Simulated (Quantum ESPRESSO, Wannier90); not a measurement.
## Wannierisation of GeSe (Pnma)

```xyz
8
Lattice="11.2560 0.0000 0.0000 0.0000 3.7872 0.0000 0.0000 0.0000 4.6644" Properties=species:S:1:pos:R:3 pbc="T T T"
Ge     1.4532     0.9468     0.5551
Ge    -1.4532    -0.9468    -0.5551
Ge     4.1749    -0.9468    -1.7771
Ge    -4.1749     0.9468     1.7771
Se    -1.6965     0.9468    -2.2600
Se     1.6965    -0.9468     2.2600
Se    -3.9315    -0.9468     0.0722
Se     3.9315     0.9468    -0.0722
```

Cell from Materials Project (mp-700), symmetrised, no further relaxation. COD (Crystallography Open Database) has an entry of this formula and space group (matched by these alone). Method: LDA plane waves in Quantum ESPRESSO 7.5 (PseudoDojo norm-conserving files, 69 Ry, no spin polarisation, no spin-orbit coupling), Bloch states on a 4×4×4 mesh through Γ, Wannier90 4.0.1. Density: 4×8×8 mesh, Gaussian smearing 0.01 Ry. The cell is built of weakly bound layers, chains or molecules, whose nearest atoms lie 3.64 Å apart. Database cells relaxed without dispersion often hold them too far apart, which can enlarge gaps and weakens couplings between them; spacing and stacking were not compared with the measured crystal. Spin-orbit coupling, left out, would split the p-like bands by a few tenths of an eV.

A tight-binding model is made by disentanglement and projection with no localisation steps (num_iter = 0), so the 32 orbitals stay atom-like: hydrogen-like Ge: s;p; Se: s;p, axes along x, y, z; frozen window up to 2.30 eV relative to the valence-band maximum. It follows pw.x to 15 meV rms for states up to 1.8 eV relative to the valence-band maximum. Matrix elements depend on this choice of orbitals and windows.

Problem. What are the on-site energies relative to the valence-band maximum, and how fast do the hoppings decay?

Solution. 
| atom | orbitals | energy (eV) |
|---|---|---|
| Ge1 | s | -6.40 |
| Ge1 | pz py | 1.34 |
| Ge1 | px | 1.39 |
| Ge2 | s | -6.40 |
| Ge2 | pz py | 1.34 |
| Ge2 | px | 1.39 |
| Ge3 | s | -6.40 |
| Ge3 | pz py | 1.34 |
| Ge3 | px | 1.39 |
| Ge4 | s | -6.40 |
| Ge4 | pz py | 1.34 |
| Ge4 | px | 1.39 |
| Se5 | s | -11.85 |
| Se5 | pz | -1.33 |
| Se5 | px py | -1.30 |
| Se6 | s | -11.85 |
| Se6 | pz | -1.33 |
| Se6 | px py | -1.30 |
| Se7 | s | -11.85 |
| Se7 | pz | -1.33 |
| Se7 | px py | -1.30 |
| Se8 | s | -11.85 |
| Se8 | pz | -1.33 |
| Se8 | px py | -1.30 |

```json
[
 {"distance of the centres (Å)": "2–3", "largest modulus (eV)": "2.3"},
 {"distance of the centres (Å)": "3–4", "largest modulus (eV)": "0.62"},
 {"distance of the centres (Å)": "4–5", "largest modulus (eV)": "0.17"},
 {"distance of the centres (Å)": "5–6", "largest modulus (eV)": "0.14"},
 {"distance of the centres (Å)": "6–7", "largest modulus (eV)": "0.18"}
]
```
